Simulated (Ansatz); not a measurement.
Cu$_{3}$Au (Cu3Au type, Pm-3m) at seven volumes, PBE in the plane-wave PAW code Ansatz, scaled uniformly. One row is withheld.

```tsv
V (Å³/atom)	P (GPa)
12.295	17.14
12.701	10.32
13.106	4.67
13.511	0.00
13.917	-3.85
14.322	?
14.728	-9.67
```

Q: Fit the shown pressures and predict the withheld one.

A: P = (3/2)B₀(x^(7/2) − x^(5/2))[1 + (3/4)(B′ − 4)(x − 1)] with x = (V₀/V)^(2/3). Least squares on the six rows gives V₀ = 13.512 Å³/atom, B₀ = 141 GPa, B′ = 5.34. At V = 14.322, x = 0.9619 and P = -7.03 GPa. The run itself gave -7.04 GPa.

The PBE relaxation kept the symmetry of its start. No spin polarisation was allowed. Spin–orbit coupling is left out wherever it is not named.

Potentials: the later of the program's two PAW sets.
